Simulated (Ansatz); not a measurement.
Relaxed-ion elastic tensor of Be (bcc (W type), space group No. 229) in GPa (Voigt order), the program Ansatz at the LDA level (PAW); density 2.01 g/cm³, 7.45 Å³ per atom.

```
187  106  106  0.0  0.0  0.0
106  187  106  0.0  0.0  0.0
106  106  187  0.0  0.0  0.0
0.0  0.0  0.0  227  0.0  0.0
0.0  0.0  0.0  0.0  227  0.0
0.0  0.0  0.0  0.0  0.0  227
```

**Question.** Is the crystal mechanically stable?

**Answer.** Yes: the smallest eigenvalue of C is 81.5 GPa.

**Question.** Work out the Voigt, Reuss and Hill averages.

**Answer.** K_V = 133, K_R = 133, K_H = 133; G_V = 152, G_R = 80.3, G_H = 116 GPa.

**Question.** Give Young's modulus, Poisson's ratio, Pugh's ratio and the universal anisotropy index.

**Answer.** E = 9KG/(3K + G) = 270 GPa; ν = 0.16; K/G = 1.14 (brittle by the Pugh limit of 1.75); A_U = 5G_V/G_R + K_V/K_R − 6 = 4.49.

**Question.** Estimate the sound speeds and the Debye temperature.

**Answer.** v_l = √((K + 4G/3)/ρ) = 12000 m/s, v_t = √(G/ρ) = 7610 m/s, mean 8370 m/s; Θ = (h/k)(3n/4πV)^(1/3) v_m = 1280 K.

**Question.** Give the Zener ratio and Young's modulus along [100], [110] and [111].

**Answer.** A = 2C44/(C11 − C12) = 5.56; 1/E = S11 − 2(S11 − S12 − S44/2)Γ with Γ = 0, 1/4, 1/3 gives 111, 251, 434 GPa.

**Question.** Solve the Christoffel equation for the three sound speeds along [100], [110], [111].

**Answer.** Eigenvalues of C_ijkl n_j n_l equal ρv². In km/s, slowest first: [100] 9.65, 10.63, 10.63; [110] 4.51, 10.63, 13.63; [111] 7.15, 7.15, 14.72.

Space group Im-3m (bcc (W type)). The first step of the workflow began from a Materials Project structure, measured or hypothetical; the Crystallography Open Database copy checked does not list it. It is not the phase usual at ambient conditions (space group No. 194). The LDA relaxation kept the symmetry of its start; whether a distortion lowers the energy is not shown. As this level gives no gap, shear constants depend on the k-mesh and smearing (Fermi–Dirac, 0.1 eV here).

Potentials: the earlier of the program's two PAW sets. The files were generated under PBE; for other functionals the program regenerates the frozen cores, and for LDA and PBEsol the local potential too.
